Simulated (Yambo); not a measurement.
Rb$_{3}$AlF$_{6}$ (space group Fm-3m, No. 225), G0W0@PBEsol in Yambo with this input:

```
rim_cut
gw0
dyson
el_el_corr
HF_and_locXC
ppa
em1d
RandQpts= 1000000
RandGvec= 1 Ry
EXXRLvcs= 84 Ry
VXCRLvcs= 336 Ry
Chimod= "HARTREE"
% BndsRnXp
 1 | 324 |
%
NGsBlkXp= 8 Ry
% LongDrXp
 1.0 | 1.0 | 1.0 |
%
PPAPntXp= 27.2114 eV
% GbndRnge
 1 | 324 |
%
GTermKind= "BG"
DysSolver= "n"
ExtendOut
```

On a 2×2×2 mesh, with wavefunctions cut at 84 Ry, the gap (Γ → Γ) is 10.138 eV and the valence edge shifts by -2.621 eV.

What happens with this change: no random integration?

The gap falls by 0.187 eV, to 9.951 eV; the shift of the valence edge becomes -2.301 eV. Neither run is shown to be the converged limit.

Geometry of the Materials Project entry, not relaxed at this level; primitive cell a = b = c = 6.2541 Å, α = β = γ = 60.00°.

The structure is a Materials Project entry; no match was found in the copy of COD used, and its stability was not checked.

A shift is the quasiparticle energy of the state minus its PBEsol energy.
